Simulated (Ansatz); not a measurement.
Relaxed PbS (rock salt):

```yaml
crystal:
  lattice:
    - [0.00000, 5.97499, 5.97499]
    - [2.98749, 2.98749, 5.97499]
    - [2.98749, 2.98749, 0.00000]
  atoms:
    - { symbol: S, position: [0.00000, 0.00000, 0.00000] }
    - { symbol: S, position: [0.50000, 0.00000, 0.00000] }
    - { symbol: Pb, position: [0.00000, 0.50000, 0.50000] }
    - { symbol: Pb, position: [0.50000, 0.50000, 0.50000] }
```

A phonon eigenvector at X = (0.5, 0.5, 0.0) is frozen into this cell: atom i moves by Q times the vector below, so Q is the largest atomic displacement, in Å. The cell is held. It is one choice among 2 degenerate patterns. (q is in reciprocal vectors of the primitive cell; the cell shown is doubled to hold the pattern.)

```
atom      x       y      z
----  -----  ------  -----
S1    0.000  -0.225  0.000
S2    0.000   0.225  0.000
Pb3   0.000  -1.000  0.000
Pb4   0.000   1.000  0.000
```

The numbers are results of r2SCAN (plane waves to 500 eV, PAW, scalar-relativistic; Ansatz, a quantum-chemistry and plane-wave program), not measurements. k mesh 10×10×10 (Γ-centred), Fermi-Dirac smearing 0.05 eV. E stands for the smeared free energy. PbS was relaxed with its symmetry unable to fall. Spin-orbit coupling is left out, though Pb is heavy. The PAW data are Ansatz's earlier set. ΔE is measured from the undisplaced structure.

```tsv
Q (Å)	ΔE (meV/cell)
-0.180	48.7
-0.120	18.1
-0.060	4.0
0.000	0.0
0.060	4.0
0.120	18.1
0.180	48.7
```

Task: Which DFPT wavenumber at X = (0.5, 0.5, 0.0) belongs to this mode?
A) 78 cm⁻¹
B) 37 cm⁻¹
C) 97 cm⁻¹

Result: B, 37 cm⁻¹. The curvature of the scan gives 37 cm⁻¹

(A displaced cell: forces are minus the slopes of the energy, force constants its curvatures, and phonons follow from these.)
